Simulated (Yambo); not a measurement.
```xyz
6
Lattice="4.0001 0.0000 0.0000 0.0000 4.0001 0.0000 0.0000 0.0000 4.0001" Properties=species:S:1:pos:R:3 pbc="T T T"
H      0.5969     0.5969     3.4032
H      0.5969     3.4032     0.5969
H      3.4032     3.4032     3.4032
H      3.4032     0.5969     0.5969
N      0.0000     0.0000     0.0000
Br     2.0000     2.0000     2.0000
```

NH4Br (space group P-43m, No. 215): mean Im ε in 1 eV windows above the direct gap of 6.62 eV, for different electron-hole kernels (Yambo, broadening 0.15 eV, norm-conserving LDA (Quantum ESPRESSO, 84 Ry, no spin-orbit coupling) bands; 8×8×8 mesh, 3 valence and 3 conduction bands, static screening with 30 bands and a 3 Ry block, scissor 2.60 eV, Tamm-Dancoff; field along x).

| window (eV) | independent quasiparticles | BSE |
|---|---|---|
| 6.6 to 7.6 | 0.7 | 2.9 |
| 7.6 to 8.6 | 1.5 | 4.2 |
| 8.6 to 9.6 | 3.9 | 3.2 |

This run doesn't resolve bound excitons or single peaks, so only averages are given, and they too depend on the mesh; weight that the attraction moves below the gap isn't listed. All transitions below 10.53 eV are in the band window. The scissor comes from a G0W0 run whose convergence isn't established.

Spin-orbit splittings are left out.

Geometry of the Materials Project entry, not relaxed at this level.
